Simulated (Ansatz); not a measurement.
One stationary structure of K. Space group Fm-3m (No. 225), fcc (Cu type). Level of theory: PBEsol (plane waves to 420 eV, PAW, scalar-relativistic; Ansatz, an electronic-structure program).

```xyz
1
Lattice="0.0000 3.2891 3.2891 3.2891 0.0000 3.2891 3.2891 3.2891 0.0000" Properties=species:S:1:pos:R:3 pbc="T T T"
K      3.2891     3.2891     3.2891
```

```json
{
 "volume_per_atom": "71.16 Å³",
 "band_gap": "no gap (metallic)",
 "shortest_distances": "",
 "k-mesh": "12×12×12"
}
```

Band energies at high-symmetry points (eV from the Fermi level; labels of this space group; no spin-orbit coupling), from −5 eV up to 2.8 eV:

```csv
point,energies
Γ,-2.19
X,0.92 1.43 2.35
U,1.23 1.60 1.71
K,1.23 1.60 1.71
L,0.34 0.58
W,1.44 1.76 1.76
```

No spin polarisation in the result.

The run could not lose the symmetry of its start.

The relaxed structure has the type that K is known to take under pressure; here it was relaxed at zero pressure, from a generated start.
